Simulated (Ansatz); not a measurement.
Rh (fcc, Cu type)

```cif
data_Rh4
_chemical_formula_sum 'Rh4'
_space_group_name_H-M_alt 'Fm-3m'
_space_group_IT_number 225
_space_group_name_Hall '-F 4 2 3'
_cell_length_a 3.80000
_cell_length_b 3.80000
_cell_length_c 3.80000
_cell_angle_alpha 90.000
_cell_angle_beta 90.000
_cell_angle_gamma 90.000
loop_
_atom_site_label
_atom_site_type_symbol
_atom_site_symmetry_multiplicity
_atom_site_Wyckoff_symbol
_atom_site_fract_x
_atom_site_fract_y
_atom_site_fract_z
_atom_site_occupancy
Rh1 Rh 4 a 0.00000 0.00000 0.00000 1
```
(The calculation used a cell of 1 atom; values per cell refer to that cell.)

This relaxed cell (volume V₀) is scaled evenly in all directions, its shape held. Symmetry pins the atoms to their sites.

All values below come from r2SCAN (plane waves to 500 eV, PAW, scalar-relativistic; Ansatz, a program for electronic structure). k mesh 22×22×22 (Γ-centred), Fermi-Dirac smearing 0.05 eV. Energies are smeared free energies. Compression counts positive. Rh is run without spin polarisation. Rh was relaxed with its symmetry unable to fall. ΔE is measured from the relaxed starting cell.

| a (Å) | ΔE (eV/atom) | P (GPa) |
|---|---|---|
| 3.7224 | 0.049 | 20.5 |
| 3.7382 | 0.031 | 15.8 |
| 3.7538 | 0.017 | 11.4 |
| 3.7694 | 0.007 | 7.3 |
| 3.7847 | 0.002 | 3.5 |
| 3.8000 | 0.000 | 0.0 |
| 3.8151 | 0.002 | -3.2 |
| 3.8302 | 0.007 | -6.3 |
| 3.8451 | 0.014 | -9.1 |
| 3.8599 | 0.025 | -11.7 |
| 3.8745 | 0.038 | -14.1 |

Summary:

The pressure at the smallest volume is 20.5 GPa, the energy cost of the largest compression comes out as 49 meV/atom and the energy cost of the largest expansion is 38 meV/atom. The bulk modulus B₀ (third-order Birch-Murnaghan fit) comes out as 282 GPa, the pressure derivative B₀′ (fit) is 5.2 and the equilibrium volume of the fit is 13.72 Å³/atom. The pressure for 5 % compression (fit) is 16.5 GPa.

(Under strain, the slope of the energy per volume gives the stress and its curvature an elastic modulus.)
